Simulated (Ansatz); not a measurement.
**Piezoelectric tensor of Si7Ge**

All numbers below come from Ansatz 0.2.0, DFT LDA, scalar-relativistic, plane waves, PAW. Plane waves to 420 eV; Γ-centred k mesh 8×8×8; fixed occupations. No spin polarisation.

Equilibrium structure at this level:
```
CELL_PARAMETERS angstrom
5.42492 0.00000 0.00000
0.00000 5.42492 0.00000
0.00000 0.00000 5.42492
ATOMIC_POSITIONS crystal
Si 0.25241 0.25241 0.25241
Si 0.00000 0.50000 0.50000
Si 0.50000 0.50000 0.00000
Si 0.50000 0.00000 0.50000
Si 0.74759 0.25241 0.74759
Si 0.74759 0.74759 0.25241
Si 0.25241 0.74759 0.74759
Ge 0.00000 0.00000 0.00000
```

Q: Give the relaxed-ion proper piezoelectric stress tensor e_iJ (C/m², Voigt columns xx yy zz yz xz xy).

A:
```
x   0.000 0.000 0.000 0.009 0.000 0.000
y   0.000 0.000 0.000 0.000 0.009 0.000
z   0.000 0.000 0.000 0.000 0.000 0.009
```
Signs follow the orientation of the cell as given.

Q: With the elastic constants (GPa, Voigt order)
```
156.6  62.2  62.2   0.0   0.0   0.0
 62.2 156.6  62.2   0.0   0.0   0.0
 62.2  62.2 156.6   0.0   0.0   0.0
  0.0   0.0   0.0  74.6   0.0   0.0
  0.0   0.0   0.0   0.0  74.6   0.0
  0.0   0.0   0.0   0.0   0.0  74.6
```
find the strain coefficients d = e·C⁻¹ (pC/N).

A:
```
x   0.00 0.00 0.00 0.12 0.00 0.00
y   0.00 0.00 0.00 0.00 0.12 0.00
z   0.00 0.00 0.00 0.00 0.00 0.12
```

Whether Si7Ge exists in this form wasn't checked.

Cost: 1 run of about 28 core-minutes, on Intel Xeon Processor @ 2.50GHz (Skylake/Cascade Lake) (shared hosts).